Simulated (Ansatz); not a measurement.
Structure: LiTlS₂ as one 4-atom ordering (P-4m2) on the zincblende lattice, at its r2SCAN minimum. Li is surrounded by 4 S at 2.42 Å; S is surrounded by 2 Li at 2.42 Å and 2 Tl at 2.55 Å; Tl is surrounded by 4 S at 2.55 Å.

Space group P-4m2 (No. 115). a = 4.067 Å, b = 4.067 Å, c = 5.719 Å, α = 90.00°, β = 90.00°, γ = 90.00°
```tsv
atom	site	symmetry	x	y	z
Li	1a	-4m2	0.0000	0.0000	0.0000
S	2g	2mm.	0.0000	0.5000	0.2309
Tl	1c	-4m2	0.5000	0.5000	0.5000
```

The questions ask for values computed with Ansatz 0.2.0 on this geometry. The calculation is non-magnetic, and the structure need not be a phase that has been made.

Given (6×6×4 mesh): The r2SCAN gap is direct at Γ: 1.20 eV.

**Question.** Estimate the gap with PBE on 6×6×4.

**Answer.** The PBE gap is direct at Γ: 0.93 eV. The gap differs by -0.27 eV from r2SCAN's.

**Question.** How does the gap change from r2SCAN to PBE+SOC (6×6×4)?

**Answer.** The PBE+SOC gap is direct at Γ: 0.93 eV. Spin-orbit coupling itself accounts for 0.00 eV. The gap differs by -0.27 eV from r2SCAN's.

**Question.** How does the gap change from r2SCAN to r2SCAN0 (4×4×4)?

**Answer.** With r2SCAN0 the gap is 2.61 eV and direct, at Γ. The gap differs by +1.41 eV from r2SCAN's.

**Question.** How strongly does the crystal screen a field with clamped ions (r2SCAN)?

**Answer.** ε∞: 6.47 along x and y, 5.48 along z. Born charges, averaged over directions: Li +1.01, S -2.09, Tl +3.18 e.

**Question.** What fraction of exact exchange does the dielectric-dependent hybrid take (1/ε∞ of PBE, averaged over directions)?

**Answer.** 0.148.

Only the levels marked +SOC include spin-orbit coupling.

The meshes of the hybrids are coarse, so their gaps aren't converged to the digits shown.
